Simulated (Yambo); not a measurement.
LiBH4 (space group P6_3mc, No. 186); a = 4.180 Å, b = 4.180 Å, c = 6.710 Å, α = 90.00°, β = 90.00°, γ = 120.00°. With the G0W0 scissor the direct gap on the mesh is 9.73 eV. Axes are Cartesian, with cell vectors (Å) (4.18, 0.00, 0.00), (-2.09, 3.62, 0.00), (0.00, 0.00, 6.71).

Question: Does this run resolve the lowest exciton, and if so, what are its energy and binding? (Yambo, PBEsol bands; 9×9×4 mesh, 6 valence and 7 conduction bands, static screening with 47 bands and a 3 Ry block, scissor 2.84 eV, Tamm-Dancoff.)

Answer: No. The run can't give a binding energy: its band window is complete only up to 11.50 eV, too close above the direct gap of 9.73 eV. The scissor comes from a G0W0 run whose convergence isn't established. 

Geometry of the Materials Project entry, not relaxed at this level.

The structure is a Materials Project entry; no match was found in the copy of COD used, and its stability was not checked.
